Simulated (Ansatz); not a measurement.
Given:

Br:
```
Br
1.0
    3.55272    -2.12362     0.00000
    3.55272     2.12362     0.00000
    0.00000     0.00000     8.76184
Br
4
Direct
  0.64007   0.35993   0.38423
  0.85993   0.14007   0.88423
  0.14007   0.85993   0.11577
  0.35993   0.64007   0.61577
```

This is the r²SCAN-relaxed structure. Tensor components refer to the Cartesian frame of this cell.

All from DFT-r²SCAN in the program Ansatz with PAW potentials, unless another level is named. Predict the band gap.

1.68 eV (smallest direct gap 1.68 eV).

What about the conduction-band minimum?

on the Δ0–Γ line, 88 % of the way from Δ0 (k = -0.042, 0.036, 0.000) (2 equivalent valleys).

And the valence-band maximum?

at Γ.

Space group Cmce (molecular I2 type). The r²SCAN relaxation kept the symmetry of its start. The substance is a gas or liquid at ambient conditions; this is its low-temperature solid. A crystal of weakly bound units computed without a dispersion correction: the cell and the soft elastic constants depend strongly on that. Scalar-relativistic: spin–orbit coupling is off unless named, which matters more the heavier the elements.

Potentials: the later of the program's two PAW sets.
